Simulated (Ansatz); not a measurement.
Data:

Ti2InC:
```yaml
crystal:
  lattice:
    - [3.13169, 0.00000, 0.00000]
    - [-1.56585, 2.71213, 0.00000]
    - [0.00000, 0.00000, 14.13490]
  atoms:
    - { symbol: Ti, position: [0.66667, 0.33333, 0.57858] }
    - { symbol: Ti, position: [0.33333, 0.66667, 0.42142] }
    - { symbol: Ti, position: [0.33333, 0.66667, 0.07858] }
    - { symbol: Ti, position: [0.66667, 0.33333, 0.92142] }
    - { symbol: In, position: [0.66667, 0.33333, 0.25000] }
    - { symbol: In, position: [0.33333, 0.66667, 0.75000] }
    - { symbol: C, position: [0.00000, 0.00000, 0.50000] }
    - { symbol: C, position: [0.00000, 0.00000, 0.00000] }
```

This is the r²SCAN-relaxed structure.

All from r²SCAN in the plane-wave PAW code Ansatz, unless another level is named. Estimate the bulk modulus (Birch–Murnaghan fit).

137 GPa.

What about the highest zone-centre frequency?

630 cm⁻¹.

Space group P6_3/mmc. The first step of the workflow began from a Materials Project structure, measured or hypothetical; the Crystallography Open Database copy checked does not list it. Whether it is the stable phase at ambient conditions was not checked. The r²SCAN relaxation kept the symmetry of its start; its stability against distortions is not shown here. The run is not spin-polarised. As this level gives no gap, phonon frequencies hold no LO–TO term and depend on the k-mesh and smearing (Fermi–Dirac, 0.1 eV here).

Potentials: the later of the program's two PAW sets.
